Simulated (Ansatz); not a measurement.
All numbers below come from DFT PBE, scalar-relativistic, plane waves, PAW (Ansatz 0.2.0). Each cell gets a short relaxation within its symmetry: 420 eV, a coarse mesh through Γ, smearing of 0.2 eV, at most 16 steps to 0.08 eV/Å and 0.8 GPa. No spin polarisation. Energies are free energies per atom, good to about 0.1 eV/atom between metallic cells, end volumes are rough, and groups of ends are read at 0.1 Å.

Two trial cells of GaMo, not yet relaxed:

A.

```
Ga Mo
1.0
     4.05573    0.00000    0.00000
     0.00000    4.05573    0.00000
     0.00000    0.00000    5.37565
Ga Mo
2 2
Direct
  0.00000 0.50000 0.80284
  0.50000 0.00000 0.19716
  0.00000 0.00000 0.50000
  0.50000 0.50000 0.50000
```

B.

```
Ga Mo
1.0
     3.02856    0.00000    0.00000
     0.00000    3.02856    0.00000
     0.00000    0.00000    4.28278
Ga Mo
1 1
Cartesian
  1.5143 1.5143 2.1414
  0.0000 0.0000 0.0000
```

Problem. Does the order of the two change on relaxation?

Solution. As given, B is lower by 0.34 eV/atom. Relaxed, both fall into the same structure. A goes from P4/nmm at 22.1 Å³/atom to P4/mmm at 15.4 Å³/atom and gains 0.77 eV/atom. B goes from P4/mmm at 19.6 Å³/atom to P4/mmm at 15.4 Å³/atom and gains 0.43 eV/atom. The closest pair in A goes from Ga–Mo at 2.60 Å to Ga–Ga and Mo–Mo at 2.74 Å. The closest pair in B goes from Ga–Mo, Ga–Ga and Mo–Mo at 3.03 Å to Ga–Ga and Mo–Mo at 2.73 Å. At the end, in A: Ga has 4 Ga at 2.74 Å and 8 Mo at 2.82 Å; Mo is surrounded by 4 Mo at 2.74 Å and 8 Ga at 2.82 Å. The lowest end among all the guesses of this search lies 0.19 eV/atom under the better of the two.
